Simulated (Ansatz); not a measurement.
# Elastic constants of C (P6_3/mmc) under pressure

```xyz
4
Lattice="2.4558 0.0000 0.0000 -1.2279 2.1267 0.0000 0.0000 0.0000 7.0547" Properties=species:S:1:pos:R:3 pbc="T T T"
C     0.0000    0.0000    0.0176
C     0.0000    0.0000    3.5450
C     0.0000    1.4178    0.0177
C     1.2279    0.7089    3.5450
```

This is the zero-pressure cell. At each pressure cell and atoms are relaxed in this structure, and the constants are slopes of the stress at strains of ±0.005 with relaxed ions (the coefficients that govern stability under load). Level: r²SCAN, PAW on Ansatz 0.2.0's default frozen-core files (fitted under PBE), scalar-relativistic; k mesh 10×10×4, strains of ±0.005, fixed occupations, cutoff 500 eV. P is the pressure of the relaxed cell, less that of this one.

| P (GPa) | V/V₀ | C11 (GPa) | C12 (GPa) | C13 (GPa) | C33 (GPa) | C44 (GPa) |
| --- | --- | --- | --- | --- | --- | --- |
| 0.00 | 1.0000 | 1049.9 | 174.5 | -2.6 | 22.4 | 2.8 |
| 0.99 | 0.9669 | 1089.1 | 184.5 | -2.8 | 34.4 | 3.8 |
| 1.97 | 0.9418 | 1121.1 | 193.2 | -2.8 | 46.0 | 4.9 |
| 4.01 | 0.9052 | 1171.8 | 208.9 | -2.3 | 67.7 | 7.0 |
| 7.03 | 0.8684 | 1228.6 | 229.6 | -1.0 | 96.5 | 10.0 |
| 9.99 | ? | ? | ? | ? | ? | ? |
| 14.98 | 0.8076 | 1334.8 | 281.4 | 4.0 | 162.9 | 17.3 |

Q: Does the bulk modulus from the constants agree with the pressure-volume curve?

A: A third-order Birch-Murnaghan fit to the volumes shown (F against f, f = [(V₀/V)^(2/3) − 1]/2) gives B₀ = 23.6 GPa and B′ = 12.0. Its −V dP/dV stands beside the Reuss value 1/ΣS_ij (i, j ≤ 3):

```csv
P (GPa),from P(V),from the constants
0.00,23.6,21.4
0.99,34.1,32.3
1.97,43.9,42.7
4.01,61.3,61.2
7.03,83.7,85.0
14.98,135.5,136.7
```

Q: What are the pressure derivatives at zero pressure?

A: Slopes at V₀ of quadratic fits in −ln(V/V₀) through the first four rows shown, divided by B₀: dC11/dP = 48.0, dC12/dP = 11.2, dC13/dP = -0.5, dC33/dP = 12.8, dC44/dP = 1.0. The mean slopes up to 2.0 GPa are 36.0, 9.5, -0.1, 12.0, 1.1; curvature and scatter of the constants part the two.

Q: Fill the row at 9.99 GPa.

A: Cubic fits in −ln(V/V₀) through all rows shown give C11 = 1273.2, C12 = 249.2, C13 = 0.7, C33 = 122.5, C44 = 12.8 GPa. Computed: V/V₀ = 0.8417, C11 (GPa) = 1273.4, C12 (GPa) = 248.9, C13 (GPa) = 0.7, C33 (GPa) = 122.3, C44 (GPa) = 12.8.

Q: Does a shear stiffness soften?

A: C44 goes from 2.8 to 17.3 GPa; (C11 − C12)/2 goes from 437.7 to 526.7 GPa. Neither ends more than 3 % under its start, and the lattice stays mechanically stable over this range.

Keep in mind: the structure is a database entry and needn't be the stable phase; no other phase was computed; many crystals of this kind change structure within this range, and rows or crossings beyond such a change describe a metastable lattice; frozen-core PAW files fitted under PBE, their cores solved anew for the functional of the run; no dispersion correction, so the spacing and stiffness between layers or molecules are poor; phonons weren't checked at these pressures.
